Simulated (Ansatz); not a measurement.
# Ansatz 0.2.0, settings compared: InCoB3

Launch command:

```bash
ansatz run input.yaml --threads 1 --pin off --max-ram 2560MiB --backend cpu --events-out ev --progress --plain --runs-dir out
```

The input file (Ansatz 0.2.0, plane waves):

```yaml
crystal:
  lattice:
    - [3.324496, 0.0, 0.0]
    - [1.662248, -9.596202, 0.0]
    - [0.0, 0.0, -3.258881]
  atoms:
    - { symbol: Co, position: [0.205, 0.59, 0.75] }
    - { symbol: Co, position: [0.795, 0.41, 0.25] }
    - { symbol: B, position: [0.653, 0.694, 0.75] }
    - { symbol: B, position: [0.347, 0.306, 0.25] }
    - { symbol: In, position: [0.928, 0.144, 0.75] }
    - { symbol: In, position: [0.072, 0.856, 0.25] }
    - { symbol: B, position: [0.326, 0.348, 0.75] }
    - { symbol: B, position: [0.674, 0.652, 0.25] }
    - { symbol: B, position: [0.525, 0.95, 0.75] }
    - { symbol: B, position: [0.475, 0.05, 0.25] }
  symmetry: { tolerance: 0.0003 }
kpoints:
  mp_grid: { grid: [6, 6, 6], shift: [0, 0, 0] }
magnetization:
  spin_polarized: false
scf:
  occupations: { method: gaussian, width: 0.0536 }
hamiltonian:
  pseudopotentials: { kind: paw }
  xc: pbe
basis:
  ecutwfc: 420
output:
  forces: true
  stress: true
  eigenvalues: true
```

Origin of the cell: a known structure type with other elements, at an estimated volume, so it need not be a known compound.

Output of this run (shortened):

```
Pseudopotentials: kind: paw
Pseudopotential: Co, paw, valence charge 17, recommended cutoff 420 eV (normal), Co.paw.azcp
Pseudopotential: B, paw, valence charge 3, recommended cutoff 420 eV (normal), B.paw.azcp
Pseudopotential: In, paw, valence charge 13, recommended cutoff 420 eV (normal), In.paw.azcp
Functional definition: PBE
  exchange = pbe_x(kappa = kappa, mu = beta*pi^2/3)
  correlation = pbe_c(beta = beta)
Crystal: 10 atoms, lattice volume = 103.967 Å³
Basis set: ecut = 420 eV, 2043 PW (Γ), exchange–correlation on 48×144×48 points (8 copies of the dense FFT grid, shifted against one another)
Bands: 49, of which v1, the nominal top of the filled ones, is band 39 counted from 1 (38 counted from 0)
Symmetry: 8 space group operations
Space group: Cmcm (ITA 63), of the structure as read, at distance tolerance 1.4e-3 Å
[… 7 lines left out …]
Initial density: superposition of atomic densities (neutral atoms: chi_scale 0, normalization atom), corrected by the library's trained network
Functional: x = pbe(κ = 0.804, μ = 0.219515), c = pbe(β = 0.066725)
SCF iter   1: F=—  HF=-22377.111407 eV  Δρ=1.00e-2  dr2=1.67e-1  defer=20
SCF iter   2: F=—  HF=-22377.105885 eV  Δρ=4.28e-3  dr2=4.90e-2  defer=56
SCF iter   3: F=—  HF=-22377.102593 eV  Δρ=1.56e-3  dr2=8.96e-3  defer=56
SCF iter   4: F=—  HF=-22377.102069 eV  Δρ=4.41e-4  dr2=4.38e-4  defer=56
SCF iter   5: F=—  HF=-22377.102016 eV  Δρ=1.66e-4  dr2=6.90e-5  defer=56
SCF iter   6: F=—  HF=-22377.102006 eV  Δρ=6.21e-5  dr2=1.99e-5  defer=56
SCF iter   7: F=—  HF=-22377.102004 eV  Δρ=3.52e-5  dr2=1.63e-6  defer=56
SCF iter   8: F=—  HF=-22377.102004 eV  Δρ=7.23e-6  dr2=1.07e-7  defer=56
SCF iter   9: F=-22377.102004 eV  HF=-22377.102004 eV  Δρ=4.00e-6  dr2=1.26e-8
SCF 1 converged in 9 iterations: F = -22377.102004 eV  dr2 = 1.26e-8
SCF converged after 9 iterations
Free energy (F): -22377.102004 eV
Harris-Foulkes:  -22377.102004 eV  (|F-HF|=1.34e-8)
Internal energy: -22377.092722 eV  (E = F + TS)
E sigma→0 (E₀):  -22377.097363 eV
Entropy (-TS):   -0.009282 eV (-0.928 meV/atom)
Fermi energy:    13.680349 eV
--- Per-component energies (eV) ---
  E_band       = -491.029199
  E_kinetic    = 1682.437005
  E_local      = -10327.760518  (includes V_loc(G=0)·N_el)
  E_nonlocal   = 1724.675584
  E_hartree    = 4439.320809
  E_xc         = -938.869448
  E_vxc        = -835.084497  (∫ρ·V_xc dr)
  E_paw        = -11820.157674  (= ΣΔE_a)
  E_vpaw       = -1613.944260  (= ΣTr[D̂ρ^β])
  E_aug_tail   = 0.000193  (compensation charges beyond the density's cutoff)
  E_ewald      = -7136.738673
  E_smearing   = -0.009282  (= −TS)
  Σ components = -22377.102004   (vs F -22377.102004, Δ=0.00e0)
--- Forces (eV/Å), atoms counted from 1 ---
  atom   1  Co     0.000000     1.966544     0.000000
  atom   2  Co     0.000000    -1.966544     0.000000
  atom   3  B      0.000000    -1.245705     0.000000
[… 2 lines left out …]
  atom   6  In     0.000000     1.483096     0.000000
  atom   7  B      0.000000    -1.920160     0.000000
  atom   8  B      0.000000     1.920160     0.000000
  atom   9  B      0.000000    -1.445360     0.000000
  atom  10  B      0.000000     1.445360     0.000000
  max |Σ_I F_I| component: 4.44e-16 eV/Å
--- Stress (GPa, compression-positive) ---
       14.976017       0.000000       0.000000
        0.000000       4.885270       0.000000
        0.000000       0.000000     -13.667333
  P = ⅓ Tr σ = 2.0647 GPa (20.647 kbar)
```

The same input was run again with these changes:

1. `scf.eigensolver.kind` default → davidson; `basis.precision` default → f64
2. `scf.eigensolver.kind` default → davidson; `basis.precision` default → f64; `hamiltonian.xc` pbe → rpbe
3. `basis.ecutwfc` 420 → "300 eV"
4. `hamiltonian.xc` pbe → lda

| run | end | SCF iterations | P (GPa) | max force component (eV/Å) | moment (μB) | ΔE(σ→0) (meV/atom) |
| --- | --- | --- | --- | --- | --- | --- |
| base | converged | 9 | 2.06 | 1.967 | – | 0 |
| 1 | converged | 8 | 2.07 | 1.966 | – | 0.00 |
| 2 | converged | 9 | 5.66 | 2.035 | – | – |
| 3 | converged | 9 | 2.31 | 1.878 | – | 152.76 |
| 4 | converged | 9 | -7.45 | 1.936 | – | – |

Energies are compared only where functional, datasets, charge and starting cell are the same.

Not properties of the system: run 3 (too coarse or loose: `basis.ecutwfc` = "300 eV").

Caveats of the base run: no spin polarisation, so a magnetic state may lie lower; the k mesh is coarse if the cell is a metal.

Run 2: forces of this functional can be a tenth off on datasets made under PBE.
Run 3: the cutoff lies below the datasets' advice.

The base run ran for 8.2 s on 1 thread of Intel(R) Xeon(R) 6975P-C (Granite Rapids) (shared host), peak memory 0.56 GiB, from the program's own first density.
